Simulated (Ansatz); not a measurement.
The start is a generated cell, HfO2 placed in the AFLOW prototype A2B_cF24_227_d_a (C15, as in MgCu2). The structure is fully relaxed (lattice and positions, P = 0) with r2SCAN (plane waves to 500 eV, PAW, scalar-relativistic; Ansatz, a program for electronic structure). The first steps use a 9×9×9 k-mesh.

Input geometry:
```yaml
crystal:
  lattice:
    - [0.00000, 3.24481, 3.24481]
    - [3.24481, 0.00000, 3.24481]
    - [3.24481, 3.24481, 0.00000]
  atoms:
    - { symbol: O, position: [0.12500, 0.12500, 0.12500] }
    - { symbol: O, position: [0.62500, 0.12500, 0.12500] }
    - { symbol: O, position: [0.12500, 0.62500, 0.12500] }
    - { symbol: O, position: [0.12500, 0.12500, 0.62500] }
    - { symbol: Hf, position: [0.75000, 0.75000, 0.75000] }
    - { symbol: Hf, position: [0.50000, 0.50000, 0.50000] }
```

Question: How large is the pressure on the unrelaxed cell, and of which sign?

Answer: -10.8 GPa (negative: the cell is under tension).

Question: How does the volume change?

Answer: -7.0 %, from 11.39 to 10.59 Å³/atom.

Question: How do the shortest distances between atoms change?

Answer: The closest pairs of elements (up to four, under 3.6 Å), start → end: O–O 2.29 → 2.24 Å; Hf–O 2.69 → 2.63 Å; Hf–Hf 2.81 → 2.74 Å.

Question: Is the relaxed structure metallic? Give its gap.

Answer: Zero (metallic).

Question: Give the final cell and atomic positions.

Answer: 
Space group Fd-3m, origin choice 1 (No. 227); a = 6.335 Å, b = 6.335 Å, c = 6.335 Å, α = 90.00°, β = 90.00°, γ = 90.00°

```csv
atom,site,symmetry,x,y,z
O,16c,.-3m,0.1250,0.1250,0.1250
Hf,8b,-43m,0.5000,0.5000,0.5000
```
(The calculation used a cell of 6 atoms; values per cell refer to that cell.)

The space group stays Fd-3m (No. 227) (the run could not lower it); the end is cubic Laves (MgCu2 type), with 6 atoms in the primitive cell. Final values are on a 13×13×13 k-mesh of the relaxed cell. No spin polarisation in the result. A magnetic state may lie lower. No Hubbard U is applied.

The run could not lose the symmetry of its start, so the end can be a saddle point.

All atoms sit on sites fixed by symmetry, so only the cell could relax.

The relaxed structure here is a generated cell of HfO2: the first start was made by placing the elements on the sites of a structure type, and the end was not matched to a known phase here, so it may be hypothetical. Known forms of HfO2 include space group No. 14, 29, 137, 225.
